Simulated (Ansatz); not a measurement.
SiGe in space group R-3m (No. 166; Si on 6c, Ge on 6c), plane-wave PAW PBEsol (Ansatz code), all energies at zero smearing, with the estimated change up to a 700 eV cutoff added, with one set of potentials and settings (totals compare only within such a set). Cell of 4 atoms (2 Si, 2 Ge): -9749.931 eV.

```json
[
 {"element": "Si", "reference phase": "Fd-3m, 2 atoms in the cell", "E (eV/atom)": "-621.4920"},
 {"element": "Ge", "reference phase": "Fd-3m, 2 atoms in the cell", "E (eV/atom)": "-4253.4978"}
]
```

Formation energy per atom, worked out: (-9749.931 − 2×(-621.4920) − 2×(-4253.4978))/4 = 0.012 eV/atom (1 kJ per mol of atoms), at 0 K, without zero-point energy or fitted corrections.

The start of the workflow was typed in or built on a structure type; neither database checked (COD, Materials Project) lists it. Whether it is the stable phase at ambient conditions was not checked. The cell was relaxed with PBEsol under the symmetry of its start; whether a distortion lowers the energy is not shown. The references are the lowest solids computed at this level, not always the standard phases.

Potentials: the later of the program's two PAW sets.
